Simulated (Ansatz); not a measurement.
Given:

I:
```cif
data_I8
_chemical_formula_sum 'I8'
_space_group_name_H-M_alt 'Cmce'
_space_group_IT_number 64
_space_group_name_Hall '-C 2ac 2'
_cell_length_a 7.74224
_cell_length_b 4.63491
_cell_length_c 9.85657
_cell_angle_alpha 90.000
_cell_angle_beta 90.000
_cell_angle_gamma 90.000
loop_
_atom_site_label
_atom_site_type_symbol
_atom_site_symmetry_multiplicity
_atom_site_Wyckoff_symbol
_atom_site_fract_x
_atom_site_fract_y
_atom_site_fract_z
_atom_site_occupancy
I1 I 8 f 0.00000 0.15521 0.11998 1
```
(The calculation used a cell of 4 atoms; values per cell refer to that cell.)

This is the r²SCAN-relaxed structure.

All from DFT-r²SCAN in the program Ansatz with PAW potentials, unless another level is named. Predict the smallest direct gap on the standard path.

1.33 eV.

And the band gap?

1.24 eV (indirect).

What about the valence-band maximum?

at Γ.

The cell was relaxed with r²SCAN under the symmetry of its start. A crystal of weakly bound units computed without a dispersion correction: the cell and the soft elastic constants depend strongly on that. Spin–orbit coupling is left out wherever it is not named.

Potentials: the earlier of the program's two PAW sets.
